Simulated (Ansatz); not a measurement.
Values for one crystal, relaxed and computed with plane-wave PAW PBE (Ansatz code); other levels are named.

```yaml
volume_per_atom: 14.28 Å³
electronic_character: metallic (no gap)
Pressure derivative B′: 4.8
Bulk modulus (Birch–Murnaghan fit): 397 GPa
Gap with spin–orbit coupling: none (metallic)
Density of states at the Fermi level: 0.62 states/eV per atom (mean over ±0.08 eV)
```

Pick the material that matches.
A. Mg, hcp (Mg type)
B. Ti, hcp (Mg type)
C. Sc, hcp (Mg type)
D. Os, hcp (Mg type)

D, Os, hcp (Mg type)

Space group P6_3/mmc (hcp (Mg type)). The cell was relaxed with PBE under the symmetry of its start. The run is not spin-polarised. Spin–orbit coupling is left out wherever it is not named.

Potentials: the earlier of the program's two PAW sets.
